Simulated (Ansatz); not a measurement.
Al in space group P-3m1 (No. 164; Pearson symbol hP11) under volume change, r²SCAN in the plane-wave PAW code Ansatz, shape and atoms relaxed at each volume.

```
V (Å³/atom)  E − E(relaxed) (meV/atom)  P (GPa)
-----------  -------------------------  -------
14.517                            43.8    10.64
14.996                            18.4     6.51
15.474                             4.3     2.99
15.953                             0.0     0.00
16.431                             3.9    -2.53
16.910                            14.7    -4.68
17.389                            31.5    -6.49
```

Question: What does a third-order Birch–Murnaghan fit give for V₀, B₀ and B′?

Answer: V₀ = 15.95 Å³/atom, B₀ = 91.4 GPa, B′ = 4.4.

The start of the workflow was typed in or built on a structure type; neither database checked (COD, Materials Project) lists it. It is not the phase usual at ambient conditions (space group No. 225). The cell was relaxed with r²SCAN under the symmetry of its start; its stability against distortions is not shown here.

Potentials: the later of the program's two PAW sets.
